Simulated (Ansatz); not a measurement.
Input file for Ansatz (a program for electronic structure):

Ansatz 0.2 input:
```yaml
crystal:
  lattice:
    - [3.9174623946, 0.0, 0.0]
    - [0.0, 3.9174623946, 0.0]
    - [0.0, 0.0, 3.9174623946]
  atoms:
    - { symbol: Tl, position: [0.0, 0.0, 0.0] }
    - { symbol: Cl, position: [0.5, 0.5, 0.5] }
kpoints:
  mp_grid: { grid: [6, 6, 6] }
  band_path:
    path:
      - [[0.0, 0.0, 0.0], [0.0, 0.5, 0.0], [0.5, 0.5, 0.0], [0.0, 0.0, 0.0], [0.5, 0.5, 0.5], [0.0, 0.5, 0.0]]  # Γ-X-M-Γ-R-X
      - [[0.5, 0.5, 0.5], [0.5, 0.5, 0.0]]  # R-M
      - [VBM, CBM]
    npoints: 12
basis: { xc_grid: 2 }
hamiltonian:
  xc: pbe
  dispersion: d3bj
  pseudopotentials: { kind: paw }
magnetization: { noncollinear: true, spin_orbit: true }
scf:
  n_extra_bands: 12
  convergence: { dr2_threshold: 0.0000000001 }
  occupations: { method: gaussian, width: 0.01 }
checkpoint: { write: soc.run }
output: { eigenvalues: true }
```

Output (shortened):

```
Pseudopotential: Tl, paw_fr, valence charge 13
Pseudopotential: Cl, paw_fr, valence charge 7
Functional definition: PBE
non-collinear run that drives no moment, with spin-orbit …
Crystal: 2 atoms, lattice volume = 60.119 Å³
Basis set: ecut = 420 eV, 1189 PW (Γ), exchange–correlation on 54×54×54 points (8 copies of the dense FFT grid, shifted against one another)
Bands: 32, of which v1, the nominal top of the filled ones, is band 20 counted from 1 (19 counted from 0)
Symmetry: 48 space group operations + 48 with time reversal
k-points: 20 of 216
Projection manifold: j_resolved (fully-relativistic pseudo-atomic orbitals)
SCF iter   1: F=—  HF=-12562.385515 eV  |F-HF|=—  |Δ(HF+E_count)|=         —  Δρ=4.04e-2  dr2=1.76e0  dr2_m=0.00e0 (ungated)  ethr=3.10e-3  |M|=0.00e0 ∫|m|=0.00e0 μB  |m|>n=0.0e0 m-floor=0.0e0 τ_xc=0.0e0  β_m=0.30  ⟨swp⟩=8.0  Hψ=1703  notcnv=0  defer=16
preconditioner: auto → Resta (q_TF=auto, 2.271 Å⁻¹)
spin=Noncollinear: Resta preconditioning applied to the charge; magnetization (m_x, m_y, m_z) channels mix plain (no charge-response kernel on spin).
SCF iter   2: F=—  HF=-12561.944073 eV  |F-HF|=—  |Δ(HF+E_count)|=   4.41e-1  Δρ=1.96e-2  dr2=4.14e-1  dr2_m=0.00e0 (ungated)  ethr=3.10e-3  |M|=0.00e0 ∫|m|=0.00e0 μB  |m|>n=0.0e0 m-floor=0.0e0 τ_xc=0.0e0  β_m=0.43  ⟨swp⟩=3.0  Hψ=650  notcnv=0  defer=114
SCF iter   3: F=—  HF=-12561.805209 eV  |F-HF|=—  |Δ(HF+E_count)|=   1.39e-1  Δρ=4.92e-3  dr2=1.76e-2  dr2_m=0.00e0 (ungated)  ethr=2.07e-3  |M|=0.00e0 ∫|m|=0.00e0 μB  |m|>n=0.0e0 m-floor=0.0e0 τ_xc=0.0e0  β_m=0.64  ⟨swp⟩=2.4  Hψ=541  notcnv=0  defer=114
SCF iter   4: F=—  HF=-12561.803440 eV  |F-HF|=—  |Δ(HF+E_count)|=   1.77e-3  Δρ=1.57e-3  dr2=1.71e-3  dr2_m=0.00e0 (ungated)  ethr=8.78e-5  |M|=0.00e0 ∫|m|=0.00e0 μB  |m|>n=0.0e0 m-floor=0.0e0 τ_xc=0.0e0  β_m=0.71  ⟨swp⟩=3.3  Hψ=616  notcnv=0  defer=112
SCF iter   5: F=—  HF=-12561.803728 eV  |F-HF|=—  |Δ(HF+E_count)|=   2.87e-4  Δρ=3.10e-4  dr2=7.97e-5  dr2_m=0.00e0 (ungated)  ethr=8.53e-6  |M|=0.00e0 ∫|m|=0.00e0 μB  |m|>n=0.0e0 m-floor=0.0e0 τ_xc=0.0e0  β_m=0.85  ⟨swp⟩=2.0  Hψ=542  notcnv=0  defer=112
SCF iter   6: F=—  HF=-12561.803790 eV  |F-HF|=—  |Δ(HF+E_count)|=   6.19e-5  Δρ=3.93e-5  dr2=8.18e-7  dr2_m=0.00e0 (ungated)  ethr=3.98e-7  |M|=0.00e0 ∫|m|=0.00e0 μB  |m|>n=0.0e0 m-floor=0.0e0 τ_xc=0.0e0  β_m=0.93  ⟨swp⟩=2.0  Hψ=414  notcnv=0  defer=112
SCF iter   7: F=—  HF=-12561.803788 eV  |F-HF|=—  |Δ(HF+E_count)|=   1.33e-6  Δρ=5.72e-6  dr2=2.75e-8  dr2_m=0.00e0 (ungated)  ethr=4.09e-9  |M|=0.00e0 ∫|m|=0.00e0 μB  |m|>n=0.0e0 m-floor=0.0e0 τ_xc=0.0e0  β_m=0.96  ⟨swp⟩=2.0  Hψ=447  notcnv=0  defer=112
SCF iter   8: F=—  HF=-12561.803788 eV  |F-HF|=—  |Δ(HF+E_count)|=   3.48e-8  Δρ=7.31e-7  dr2=2.57e-10  dr2_m=0.00e0 (ungated)  ethr=1.37e-10  |M|=0.00e0 ∫|m|=0.00e0 μB  |m|>n=0.0e0 m-floor=0.0e0 τ_xc=0.0e0  β_m=0.98  ⟨swp⟩=2.0  Hψ=464  notcnv=0  defer=112
SCF iter   9: F=-12561.803788 eV  HF=-12561.803788 eV  |F-HF|=1.09e-11  |Δ(HF+E_count)|=  4.98e-10  Δρ=1.12e-7  dr2=7.16e-12  dr2_m=0.00e0 (ungated)  ethr=1.00e-12  |M|=0.00e0 ∫|m|=0.00e0 μB  |m|>n=0.0e0 m-floor=0.0e0 τ_xc=0.0e0  ⟨swp⟩=10.2  Hψ=1251  notcnv=0
WARN: dispersion: an atom stands within reach of a switch of its C6 between two reference coordination numbers of its element …
SCF 1 converged in 9 iterations: F = -12561.803788 eV  dr2 = 7.16e-12
NSCF: frozen V_eff on 20 k-points
NSCF: frozen V_eff on 20 k-points
NSCF: frozen V_eff on 20 k-points
NSCF: frozen V_eff on 8 k-points
NSCF: frozen V_eff on 8 k-points
NSCF: frozen V_eff on 20 k-points
NSCF: frozen V_eff on 5 k-points
NSCF: frozen V_eff on 11 k-points
NSCF: frozen V_eff on 8 k-points
NSCF: frozen V_eff on 8 k-points
NSCF: frozen V_eff on 87 k-points
SCF converged after 9 iterations
Magnetization: |M| = 0.0000 μB,  M = (+0.0000, +0.0000, +0.0000) μB
Absolute magnetization: 0.0000 μB (∫|m|)
  site 0: m = (+0.0000, +0.0000, +0.0000) μB, |m| = 0.0000 μB  (R = 1.40 Å)
  site 1: m = (+0.0000, +0.0000, +0.0000) μB, |m| = 0.0000 μB  (R = 1.40 Å)
Free energy (F): -12561.803788 eV
Harris-Foulkes:  -12561.803788 eV  (|F-HF|=1.09e-11)
Internal energy: -12561.803788 eV  (E = F + TS)
E sigma→0 (E₀):  -12561.803788 eV
Fermi energy:    5.273743 eV
--- Per-component energies (eV) ---
  E_band       = -52.121012
  E_kinetic    = 491.760215
  E_local      = -1236.175253  (includes V_loc(G=0)·N_el)
  E_nonlocal   = 345.324719
  E_hartree    = 437.939731
  E_xc         = -337.899831
  E_vxc        = -263.973638  (∫ρ·V_xc dr)
  E_paw        = -10857.190446  (= ΣΔE_a)
  E_vpaw       = -264.936590  (= ΣTr[D̂ρ^β])
  E_aug_tail   = 0.000123  (compensation charges beyond the density's cutoff)
  E_ewald      = -1405.027784
  E_disp       = -0.535263  (pairwise vdW)
  E_smearing   =  0.000000  (= −TS)
  E_closure    = 0.000000  (closes the sum)
  Σ components = -12561.803788   (vs F -12561.803788, Δ=0.00e0)
  [band-id]    e_kinetic+e_local+e_nonlocal+2·e_hartree+e_vxc+e_vpaw+e_augmentation_tail = -52.120962   (vs E_band -52.121012, Δ=4.94e-5)
--- Band table (eV; the first three rows and the last of 20) ---
  k-point 0: bands = ["-9.0715", "-9.0715", "-6.6384", "-6.6384", "-6.6384", "-6.6384", "-4.4906", "-4.4906", "-4.4906", "-4.4906", "-4.3549", "-4.3549", "-0.0286", "-0.0286", "2.9608", "2.9608", "3.1499", "3.1499", "3.1499", "3.1499", "10.4029", "10.4029", …
  k-point 1: bands = ["-9.0233", "-9.0233", "-6.6393", "-6.6393", "-6.6314", "-6.6314", "-4.4913", "-4.4913", "-4.4755", "-4.4755", "-4.3669", "-4.3669", "-0.2027", "-0.2027", "3.0791", "3.0791", "3.2367", "3.2367", "3.2981", "3.2981", "9.4313", "9.4313", …
  k-point 2: bands = ["-8.9229", "-8.9229", "-6.6413", "-6.6413", "-6.6195", "-6.6195", "-4.4952", "-4.4952", "-4.4462", "-4.4462", "-4.3880", "-4.3880", "-0.5382", "-0.5382", "3.3058", "3.3058", "3.4187", "3.4187", "3.8169", "3.8169", "7.5050", "7.5050", …
  k-point 19: bands = ["-8.6241", "-8.6241", "-6.6175", "-6.6175", "-6.6175", "-6.6175", "-4.5291", "-4.5291", "-4.3818", "-4.3818", "-4.3818", "-4.3818", "2.1591", "2.1591", "2.5947", "2.5947", "2.6549", "2.6549", "2.6549", "2.6549", "6.1960", "6.1960", …
```

Cost: roughly 40 core-seconds on shared cores.

Space group Pm-3m (CsCl type). The cell was relaxed with PBE+D3(BJ) under the symmetry of its start; phonons on a q-mesh show weakly imaginary modes.

Potentials: the later of the program's two PAW sets.

Ansatz is a plane-wave DFT program.
